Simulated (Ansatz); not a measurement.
NbSi2:
```
NbSi2
1.0
    4.79616     0.00000     0.00000
   -2.39808     4.15360     0.00000
    0.00000     0.00000     6.57790
Nb Si
3 6
Direct
  0.50000   0.00000   0.00000
  0.50000   0.50000   0.33333
  0.00000   0.50000   0.66667
  0.15829   0.31657   0.00000
  0.84171   0.15829   0.33333
  0.68343   0.84171   0.66667
  0.84171   0.68343   0.00000
  0.15829   0.84171   0.33333
  0.31657   0.15829   0.66667
```

Relaxed with r²SCAN. Special points in fractions of this cell's reciprocal vectors: Γ (0.000, 0.000, 0.000); M (0.500, 0.000, 0.000); K (0.333, 0.333, 0.000); A (0.000, 0.000, 0.500); L (0.500, 0.000, 0.500); H (0.333, 0.333, 0.500).

List the band energies nearest the Fermi level at these points for plane-wave PAW r²SCAN with spin–orbit coupling (Ansatz code).

In eV from the Fermi level; about four levels below and three above (degenerate sets whole), none deeper than 8.9 eV; points with the same levels are listed once.

| k | below | above |
|---|---|---|
| Γ | -2.08 -2.08 -1.20 -1.20 | 0.89 0.89 3.34 3.34 |
| M | -0.15 -0.15 -0.07 -0.07 | 0.81 0.81 1.26 1.26 |
| K | -1.69 -1.69 -1.69 -1.68 | 0.29 0.32 0.32 |
| A | -1.61 -1.61 -1.52 -1.52 | 1.04 1.04 1.07 1.07 |
| L | -0.67 -0.67 -0.33 -0.33 | 1.51 1.51 1.93 1.93 |
| H | -0.24 -0.24 -0.14 -0.14 | 0.88 0.88 2.15 2.15 |

Space group P6_222. The r²SCAN relaxation kept the symmetry of its start. The run is not spin-polarised.

Potentials: the later of the program's two PAW sets.
